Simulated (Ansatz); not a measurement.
Ge2W:
```xyz
6
Lattice="2.1398 -6.5686 0.0000 2.1398 6.5686 0.0000 0.0000 0.0000 3.3847" Properties=species:S:1:pos:R:3 pbc="T T T"
Ge     2.1398    -5.5773     2.5386
Ge     2.1398     5.5773     0.8462
Ge     2.1398     3.4413     2.5386
Ge     2.1398    -3.4413     0.8462
W      2.1398    -1.3015     2.5386
W      2.1398     1.3015     0.8462
```

Relaxed with PBE. Special points in fractions of this cell's reciprocal vectors: Γ (0.000, 0.000, 0.000); Y (-0.500, 0.500, 0.000); C0 (-0.277, 0.723, 0.000); Σ0 (0.277, 0.277, 0.000); Z (0.000, 0.000, 0.500); A0 (0.277, 0.277, 0.500); E0 (-0.277, 0.723, 0.500); T (-0.500, 0.500, 0.500); S (0.000, 0.500, 0.000); R (0.000, 0.500, 0.500).

Q: List the band energies nearest the Fermi level at these points for PBE (plane waves, PAW; program Ansatz).

A: In eV from the Fermi level; about four levels below and three above (degenerate sets whole), none deeper than 8.9 eV; points with the same levels are listed once.

```tsv
k	below	above
Γ	-0.97 -0.84 -0.57 -0.44	0.07 0.87 1.00
Y	-1.53 -1.16 -1.14 -0.49	0.14 0.49 1.07
C0	-1.41 -1.30 -1.18 -0.95	0.02 1.51 1.60
Z	-1.54 -1.54 -0.39 -0.39	1.00 1.00 1.31 1.31
A0	-2.53 -2.53 -0.69 -0.69	1.58 1.58 1.91 1.91
T	-2.32 -2.32 -1.94 -1.94	0.47 0.47 2.06 2.06
S	-1.17 -1.09 -0.95 -0.02	1.52 1.69 2.19
R	-2.62 -2.62 -0.72 -0.72	1.68 1.68 1.75 1.75
```

Space group Cmcm. The cell is a constructed one: a structure type filled with these elements; neither database checked (COD, Materials Project) lists it. COD files the formula under space group No. 139, so this cell is another polymorph or a model. Whether it is the stable phase at ambient conditions was not checked. The cell was relaxed with PBE under the symmetry of its start; whether a distortion lowers the energy is not shown. The run is not spin-polarised. Scalar-relativistic: spin–orbit coupling is off unless named, which matters more the heavier the elements.

Potentials: the later of the program's two PAW sets.
